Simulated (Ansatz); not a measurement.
PbS:
```xyz
2
Lattice="0.0000 3.0043 3.0043 3.0043 0.0000 3.0043 3.0043 3.0043 0.0000" Properties=species:S:1:pos:R:3 pbc="T T T"
Pb     0.0000     0.0000     0.0000
S      3.0043     3.0043     3.0043
```

Relaxed with PBE.

Task: Give the Bader charges and basin volumes of the independent atoms, DFT-PBE in the program Ansatz with PAW potentials.

Result: 

```csv
atom,Bader charge (e),Bader volume (Å³)
Pb1,+1.00,25.5
S2,-1.00,28.8
```

Space group Fm-3m (rock salt). Symmetry was held in the PBE relaxation. Spin–orbit coupling is left out wherever it is not named.

Potentials: the later of the program's two PAW sets.
